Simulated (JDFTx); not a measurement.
An input for a modified build of JDFTx (Au(100), CANDLE, water, 1 M NaCl; bohr, hartree) and the course of its log:

```
lattice \
  5.5738368721 0.0000000000 0.0000000000 \
  0.0000000000 5.5738368721 0.0000000000 \
  0.0000000000 0.0000000000 45.9203448284
coords-type Lattice
ion Au 0.0000000000 0.0000000000 -0.1716580250 0
ion Au 0.5000000000 0.5000000000 -0.0858290120 0
ion Au 0.0000000000 0.0000000000 0.0000000000 0
ion Au 0.5000000000 0.5000000000 0.0858290120 0
ion Au 0.0000000000 0.0000000000 0.1716580250 0
ion-species pseudo/au_pbe_v1.upf
elec-cutoff 20 100
elec-ex-corr gga-PBE
coulomb-interaction Slab 001
coulomb-truncation-embed 0 0 0
kpoint-folding 8 8 1
elec-smearing Fermi 0.01
elec-n-bands 39
target-mu -0.159492
electronic-scf nIterations 100 energyDiffThreshold 1e-10
fluid LinearPCM
pcm-variant CANDLE
fluid-solvent H2O
fluid-cation Na+ 1
fluid-anion Cl- 1
fluid-minimize nIterations 400 knormThreshold 1e-11
wavefunction read f0.wfns
elec-initial-eigenvals f0.eigenvals
elec-initial-fillings read f0.fillings
fluid-initial-state f0.fluidState
dump-name f0_u0.$VAR
dump End State Ecomponents EigStats BandEigs Forces ElecDensity IonicPositions Fillings Kpoints Dtot FluidDebug BoundCharge FluidDensity
```

```
[one cycle in 5 is shown, and the last three; fluid-solver lines are left out]
	FillingsUpdate:  mu: -0.159492000  nElectrons: 55.831224
SCF: Cycle:  0   G: -164.323667542948016   dG: +2.141e-01   |Residual|: 4.144e-02   |deigs|: 1.125e-09
	FillingsUpdate:  mu: -0.159492000  nElectrons: 55.161763
SCF: Cycle:  5   G: -164.536216335172014   dG: -1.244e-03   |Residual|: 5.637e-03   |deigs|: 3.846e-04
	FillingsUpdate:  mu: -0.159492000  nElectrons: 55.255385
SCF: Cycle: 10   G: -164.530580042029925   dG: +4.578e-03   |Residual|: 8.658e-03   |deigs|: 1.849e-03
	FillingsUpdate:  mu: -0.159492000  nElectrons: 55.695368
SCF: Cycle: 15   G: -164.395765792170010   dG: -1.035e-01   |Residual|: 3.338e-02   |deigs|: 4.229e-03
	FillingsUpdate:  mu: -0.159492000  nElectrons: 55.464297
SCF: Cycle: 20   G: -164.495311121368928   dG: +7.481e-03   |Residual|: 1.836e-02   |deigs|: 6.149e-04
	FillingsUpdate:  mu: -0.159492000  nElectrons: 55.445976
SCF: Cycle: 25   G: -164.507478549474399   dG: -4.129e-03   |Residual|: 1.535e-02   |deigs|: 3.378e-04
	FillingsUpdate:  mu: -0.159492000  nElectrons: 54.764737
SCF: Cycle: 30   G: -164.441567501354626   dG: -1.686e-01   |Residual|: 2.628e-02   |deigs|: 6.188e-03
	FillingsUpdate:  mu: -0.159492000  nElectrons: 55.251782
SCF: Cycle: 35   G: -164.538055846157533   dG: +1.254e-03   |Residual|: 2.963e-03   |deigs|: 1.190e-03
	FillingsUpdate:  mu: -0.159492000  nElectrons: 55.154060
SCF: Cycle: 40   G: -164.538256031883577   dG: +6.991e-04   |Residual|: 3.097e-03   |deigs|: 6.296e-04
	FillingsUpdate:  mu: -0.159492000  nElectrons: 55.198854
SCF: Cycle: 45   G: -164.539309587796623   dG: +2.364e-06   |Residual|: 1.570e-04   |deigs|: 4.118e-04
	FillingsUpdate:  mu: -0.159492000  nElectrons: 55.200764
SCF: Cycle: 50   G: -164.539312061791861   dG: +2.850e-08   |Residual|: 2.414e-05   |deigs|: 6.310e-05
	FillingsUpdate:  mu: -0.159492000  nElectrons: 55.201206
SCF: Cycle: 55   G: -164.539312099430759   dG: -2.823e-08   |Residual|: 1.191e-05   |deigs|: 4.931e-05
	FillingsUpdate:  mu: -0.159492000  nElectrons: 55.200838
SCF: Cycle: 60   G: -164.539312079624978   dG: +9.683e-09   |Residual|: 1.652e-05   |deigs|: 1.181e-05
	FillingsUpdate:  mu: -0.159492000  nElectrons: 55.201581
SCF: Cycle: 65   G: -164.539312010950397   dG: +7.793e-08   |Residual|: 2.581e-05   |deigs|: 1.816e-05
	FillingsUpdate:  mu: -0.159492000  nElectrons: 55.201308
SCF: Cycle: 70   G: -164.539312075280861   dG: -5.219e-07   |Residual|: 1.169e-05   |deigs|: 1.799e-05
	FillingsUpdate:  mu: -0.159492000  nElectrons: 55.201384
SCF: Cycle: 75   G: -164.539312053150667   dG: -1.323e-08   |Residual|: 1.778e-05   |deigs|: 6.024e-06
	FillingsUpdate:  mu: -0.159492000  nElectrons: 55.201337
SCF: Cycle: 80   G: -164.539312063437364   dG: -3.978e-08   |Residual|: 1.546e-05   |deigs|: 5.955e-06
	FillingsUpdate:  mu: -0.159492000  nElectrons: 55.201290
SCF: Cycle: 85   G: -164.539312079049694   dG: -2.436e-08   |Residual|: 1.141e-05   |deigs|: 1.914e-06
	FillingsUpdate:  mu: -0.159492000  nElectrons: 55.201151
SCF: Cycle: 90   G: -164.539312091657223   dG: -2.105e-08   |Residual|: 1.044e-05   |deigs|: 4.482e-06
	FillingsUpdate:  mu: -0.159492000  nElectrons: 55.201308
SCF: Cycle: 95   G: -164.539312073118197   dG: -4.296e-09   |Residual|: 1.316e-05   |deigs|: 1.475e-06
	FillingsUpdate:  mu: -0.159492000  nElectrons: 55.200834
SCF: Cycle: 97   G: -164.539312041280994   dG: +4.925e-08   |Residual|: 1.730e-05   |deigs|: 8.218e-06
	FillingsUpdate:  mu: -0.159492000  nElectrons: 55.201410
SCF: Cycle: 98   G: -164.539312057484551   dG: -1.620e-08   |Residual|: 1.981e-05   |deigs|: 1.329e-05
	FillingsUpdate:  mu: -0.159492000  nElectrons: 55.201352
SCF: Cycle: 99   G: -164.539312065027730   dG: -7.543e-09   |Residual|: 1.507e-05   |deigs|: 1.732e-06
SCF: None of the convergence criteria satisfied after 100 iterations.
IonicMinimize: Iter:   0  G: -164.539312065027730  |grad|_K:  0.000e+00
IonicMinimize: Converged (|grad|_K<1.000000e-04).
```

This run gave no converged result. The loop ran out of cycles short of its threshold. It has stalled and not diverged: the last ten energies span 5e-08 Ha, so the total is near its end, but levels, forces and the electron count aren't shown converged.
